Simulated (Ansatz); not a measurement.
Given:

ScIr$_{3}$:
```
ScIr3
1.0
   -1.97584     1.97584     3.94789
    1.97584    -1.97584     3.94789
    1.97584     1.97584    -3.94789
Ir Sc
3 1
Direct
  0.50000   0.50000   0.00000
  0.75000   0.25000   0.50000
  0.25000   0.75000   0.50000
  0.00000   0.00000   0.00000
```

This is the PBE-relaxed structure.

Question: All from PBE (plane waves, PAW; program Ansatz), unless another level is named. Predict the formation energy from the elements (no fitted shifts).

Answer: -0.49 eV/atom.

Question: And the density of states at the Fermi level?

Answer: 0.95 states/eV per atom (mean over ±0.08 eV).

Space group I4/mmm. The cell is a constructed one: a structure type filled with these elements; neither database checked (COD, Materials Project) lists it. Its standing as an ambient phase is unchecked. Symmetry was held in the PBE relaxation; whether a distortion lowers the energy is not shown. No spin polarisation was allowed. The references are the lowest solids computed at this level, not always the standard phases. Scalar-relativistic: spin–orbit coupling is off unless named, which matters more the heavier the elements.

Potentials: the earlier of the program's two PAW sets.
